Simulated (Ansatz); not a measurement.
PbS:
```
PbS
1.0
    0.00000     3.00443     3.00443
    3.00443     0.00000     3.00443
    3.00443     3.00443     0.00000
Pb S
1 1
Direct
  0.50000   0.50000   0.50000
  0.00000   0.00000   0.00000
```

Plane-wave PAW PBE (Ansatz code) gives a gap of 0.49 eV without spin–orbit coupling, maximum at L, minimum at L.

What happens when spin–orbit coupling is switched on?

The gap closes at this level.

Space group Fm-3m (rock salt). The cell was relaxed with PBE under the symmetry of its start.

Potentials: the later of the program's two PAW sets.
